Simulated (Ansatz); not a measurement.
Data:

Se (trigonal-Se type, space group P3_121)

```xyz
3
Lattice="4.0391 0.0000 0.0000 -2.0195 3.4979 0.0000 0.0000 0.0000 5.1204" Properties=species:S:1:pos:R:3 pbc="T T T"
Se     0.5022     0.8698     2.5602
Se     3.0347     0.0000     4.2670
Se    -1.5174     2.6282     0.8534
```

Equation-of-state scan: isotropic scaling of the cell above, V₀ being its volume. The atoms relax within the cell's symmetry.

These are PBEsol (plane waves to 420 eV, PAW, scalar-relativistic; Ansatz, a quantum-chemistry and plane-wave program) values and carry that method's errors. k mesh 9×9×7 (Γ-centred), Fermi-Dirac smearing 0.05 eV. Energies are smeared free energies. Compression counts positive. With the shape held, the modulus is that of even scaling; a crystal free to change shape is softer. Se was relaxed with its symmetry unable to fall. The PAW data are Ansatz's earlier set. ΔE is measured from the relaxed starting cell.

The scan covers V/V₀ from 0.900 to 1.100 in 9 points.

Q: What is ΔE at V/V₀ = 1.100?

A: 20.6 meV/atom.

Q: What is ΔE at V/V₀ = 0.900?

A: 33.1 meV/atom.

Q: What pressure does the cell carry at V/V₀ = 0.900?

A: 4.96 GPa.

(A scan under strain: stresses follow from slopes of the energy per volume, elastic moduli from its curvatures.)
